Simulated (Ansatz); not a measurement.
Y$_{2}$Si in space group P4/nmm (No. 129; Y on 2a, Y on 2c, Si on 2c) under volume change, PBE (plane waves, PAW; program Ansatz), shape and atoms relaxed at each volume.

```
V (Å³/atom)  E − E(relaxed) (meV/atom)  P (GPa)
-----------  -------------------------  -------
23.001                            48.0     7.28
23.760                            20.3     4.50
24.518                             4.8     2.10
25.276                             0.0     0.00
26.035                             4.3    -1.78
26.793                            16.4    -3.31
27.551                            35.3    -4.65
```

Problem. What does a third-order Birch–Murnaghan fit give for V₀, B₀ and B′?

Solution. V₀ = 25.28 Å³/atom, B₀ = 64.1 GPa, B′ = 3.9.

The cell is a constructed one: a structure type filled with these elements; neither database checked (COD, Materials Project) lists it. Whether it is the stable phase at ambient conditions was not checked. Symmetry was held in the PBE relaxation; whether a distortion lowers the energy is not shown. No spin polarisation was allowed.

Potentials: the later of the program's two PAW sets.
